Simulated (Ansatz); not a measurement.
InSe (started from an entry of an open crystallographic database): a single-point calculation in the PAW code Ansatz (PBE+SOC). Cell and atoms come from a relaxation with r2SCAN+rVV10.

```yaml
crystal:
  lattice:
    - [4.0181119028, 0.0, 0.0]
    - [-2.0090559514, 3.4797869831, 0.0]
    - [0.0, 0.0, 16.9256136098]
  atoms:
    - { symbol: In, position: [0.3333333333, 0.6666666667, 0.1677023334] }
    - { symbol: In, position: [0.6666666667, 0.3333333333, 0.6677023334] }
    - { symbol: In, position: [0.3333333333, 0.6666666667, 0.3322976666] }
    - { symbol: In, position: [0.6666666667, 0.3333333333, 0.8322976666] }
    - { symbol: Se, position: [0.3333333333, 0.6666666667, 0.5927860123] }
    - { symbol: Se, position: [0.6666666667, 0.3333333333, 0.0927860123] }
    - { symbol: Se, position: [0.3333333333, 0.6666666667, 0.9072139877] }
    - { symbol: Se, position: [0.6666666667, 0.3333333333, 0.4072139877] }
kpoints:
  mp_grid: { grid: [12, 12, 2] }
  band_path:
    path:
      - [0.0, 0.0, 0.0]
      - [0.5, 0.0, 0.0]
      - [0.3333333333, 0.3333333333, 0.0]
      - [0.0, 0.0, 0.5]
      - [0.5, 0.0, 0.5]
      - [0.3333333333, 0.3333333333, 0.5]
    npoints: 1
hamiltonian:
  xc: pbe
scf:
  occupations: { method: fermi_dirac, width: 0.02 }
  n_extra_bands: 12
magnetization:
  noncollinear: true
  spin_orbit: true
output:
  forces: true
  stress: true
  eigenvalues: true
  write_density: true
  write_potential: true
  elf: true
  volumetric_format: npy
```

Some lines of the output have been replaced by numbered gaps.
```
Pseudopotential: In, paw_fr, valence charge 13, recommended cutoff 420 eV (normal)
Pseudopotential: Se, paw_fr, valence charge 16, recommended cutoff 420 eV (normal)
Functional definition: PBE
Crystal: 8 atoms, lattice volume = 236.657 Å³
[1]
Bands: 128, of which v1, the nominal top of the filled ones, is band 116 counted from 1 (115 counted from 0)
[2]
preconditioner: auto → Resta (q_TF=auto, 2.423 Å⁻¹)  ε∞=3.5  [insulator: Δε(μ)=0.205 eV  σ=0.020 eV  ℏωp=21.0 eV]
Free energy (F): -44280.121105 eV
Fermi energy:    7.345672 eV
--- Forces (eV/Å), atoms counted from 1 ---
[3]
--- Stress (GPa, compression-positive) ---
[4]
--- Band table (eV; the first three rows and the last of 38) ---
  k-point 0: bands = […, 5.9602, 5.9602, 6.0550, 6.0550, 6.1327, 6.1327, 7.1307, 7.1307, 7.5551, 7.5551, 8.7783, 8.7783, 9.2224, 9.2224, …]
  k-point 1: bands = […, 6.1019, 6.1019, 6.1019, 6.1019, 6.2970, 6.2970, 6.2970, 6.2970, 8.3316, 8.3316, 8.3316, 8.3316, 9.2350, 9.2350, …]
  k-point 2: bands = […, 5.8432, 5.8432, 5.9322, 5.9322, 6.0495, 6.0495, 7.0720, 7.0720, 8.0689, 8.0689, 8.9919, 8.9919, 9.5758, 9.5758, …]
  k-point 37: bands = […, 4.7448, 4.7448, 4.8027, 4.8027, 5.4894, 5.4894, 5.5795, 5.5795, 8.9085, 8.9085, 8.9317, 8.9317, 9.4176, 9.4176, …]
```

Question: Fill in the blanks. They hold the stress, the forces, cutoff and plane waves at Γ, the symmetry found.

Answer:
```
[1]
Basis set: ecut = 420 eV, 4653 PW (Γ)
[2]
Symmetry: 24 space group operations + 24 with time reversal
Magnetic group: BNS 194.264 (UNI 1494)
[3]
  atom   1  In      0.00000      0.00000      0.12103
  atom   2  In      0.00000      0.00000      0.12103
  atom   3  In      0.00000      0.00000    -0.12103
  atom   4  In      0.00000      0.00000    -0.12103
  atom   5  Se      0.00000      0.00000    -0.19083
  atom   6  Se      0.00000      0.00000    -0.19083
  atom   7  Se      0.00000      0.00000      0.19083
  atom   8  Se      0.00000      0.00000      0.19083
[4]
        2.418148       0.000000       0.000000
        0.000000       2.418148       0.000000
        0.000000       0.000000       2.306789
  P = ⅓ Tr σ = 2.3810 GPa (23.810 kbar)
```

Levels at the listed points, from bands.tsv (eV from the Fermi energy, bands near the gap, counted from 0):
```tsv
# k_distance	band_106	band_107	band_108	band_109	band_110	band_111	band_112	band_113	band_114	band_115	band_116	band_117	band_118	band_119	band_120	band_121	band_122	band_123
# fermi_ev = 7.345672
# [0, 0, 0] at k_distance = 0.000000
# [0.5, 0, 0] at k_distance = 0.902812
# [0.3333333333, 0.3333333333, 0] at k_distance = 1.424050
# [0, 0, 0.5] at k_distance = 2.482923
# [0.5, 0, 0.5] at k_distance = 3.385734
# [0.3333333333, 0.3333333333, 0.5] at k_distance = 3.906973
# levels_relative_to = fermi_ev
0.000	-1.459	-1.459	-1.385	-1.385	-1.291	-1.291	-1.213	-1.213	-0.215	-0.215	0.209	0.209	1.433	1.433	1.877	1.877	1.893	1.893
0.903	-2.535	-2.535	-2.358	-2.358	-2.278	-2.278	-2.147	-2.147	-1.603	-1.603	1.000	1.000	1.036	1.036	1.681	1.681	1.744	1.744
1.424	-2.867	-2.867	-2.366	-2.366	-2.315	-2.315	-1.991	-1.991	-1.893	-1.893	1.349	1.349	1.876	1.876	2.188	2.188	2.332	2.332
2.483	-1.430	-1.430	-1.244	-1.244	-1.244	-1.244	-1.049	-1.049	-1.049	-1.049	0.986	0.986	0.986	0.986	1.889	1.889	1.889	1.889
3.386	-2.528	-2.528	-2.329	-2.329	-2.329	-2.329	-1.903	-1.903	-1.903	-1.903	1.268	1.268	1.268	1.268	1.419	1.419	1.419	1.419
3.907	-2.751	-2.751	-2.601	-2.601	-2.543	-2.543	-1.856	-1.856	-1.766	-1.766	1.563	1.563	1.586	1.586	2.072	2.072	2.202	2.202
```
In order the rows are Γ, M, K, A, L, H.

With PBE+SOC the gap is 0.42 eV and direct, at Γ. The mean pressure at these positions is +2.38 GPa, compression counted positive. The largest force is 0.19 eV/Å.

It took 50 s on 1 × NVIDIA H100 80GB HBM3 with 2 threads of AMD EPYC 7R13 Processor (Zen 3) (shared host), load about 1.6 per core; peak host memory 2 GiB.

The values are computed, non-magnetic, and not measurements.
